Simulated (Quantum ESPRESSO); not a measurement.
## Ge7 (a curve over one atom's position)

Computed values, not a measurement. The program is pw.x of Quantum ESPRESSO 7.5 (plane-wave density functional theory). The cell is made up: 7 atoms on a zincblende/diamond lattice with one site empty, with randomly drawn elements, strain and displacements, not relaxed. PseudoDojo standard norm-conserving files (v0.5 for PBE, v0.4.1 for LDA and PBEsol) set the functional; there is no spin polarisation, spin-orbit coupling or dispersion term, and the masses in the input are unused placeholders. A spin-polarised start on this cell or one of its family kept no moment.

Seven runs move atom 1 (Ge, counted in the order of the input) along x and keep all else fixed.

Input of the run at +0.0157:

```
&control calculation='scf', pseudo_dir='./dojo.nc.sr.pbe.v0_5.standard.upf', outdir='./o', disk_io='medium', tprnfor=.true., tstress=.true. /
&system ibrav=0, nat=7, ntyp=1, nbnd=59, ecutwfc=77.98206166, nosym=.true., tot_charge=0,
 occupations='smearing', smearing='fd', degauss=0.0073498644
/
&electrons conv_thr=7.350e-09, electron_maxstep=60, /
ATOMIC_SPECIES
Ge 1.0 Ge.upf
CELL_PARAMETERS angstrom
5.7727 0.0 0.0
0.0 5.7727 0.0
0.0 0.0 5.7727
ATOMIC_POSITIONS angstrom
Ge 0.0861 -0.0347 0.0049
Ge -0.0363 2.917 2.8996
Ge 2.9719 0.2098 2.9386
Ge 2.8297 2.8925 0.0707
Ge 1.457 1.4737 1.4857
Ge 1.5416 4.3693 4.393
Ge 4.2689 1.43 4.3719
K_POINTS automatic
6 6 6 1 1 1
```

```
shift of atom 1 along x (Å)  free energy less that of the input shown (eV)  Fx on atom 1 (eV/Å)  Fy on atom 1 (eV/Å)  Fz on atom 1 (eV/Å)  pressure (GPa)  iterations
                    -0.1130                                        -0.0317                0.158               -0.041                0.559           -0.86          11
                    -0.0995                                        -0.0333                0.074               -0.002                0.539           -0.84          11
                    -0.0362                                        -0.0254               -0.324                0.175                0.457           -0.70          11
                    +0.0157                                         0.0000               -0.656                0.314                0.407           -0.54          11
                    +0.0585                                         0.0339               -0.930                0.426                0.376           -0.39          11
                    +0.0816                                         0.0572               -1.079                0.486                0.364           -0.30          11
                    +0.1310                                         0.1182               -1.394                0.613                0.347           -0.09          11
```

A cubic fit gives dFx/dx = -6.40 eV/Å² at zero shift. Across the table the free energy follows the integral of the force to within 0.1 meV. A rerun of one of the cells at 1347 eV and a 8 x 8 x 8 mesh moved values by no more than 0.004 eV in energy, 0.02 GPa in stress and 0.003 eV/Å in force.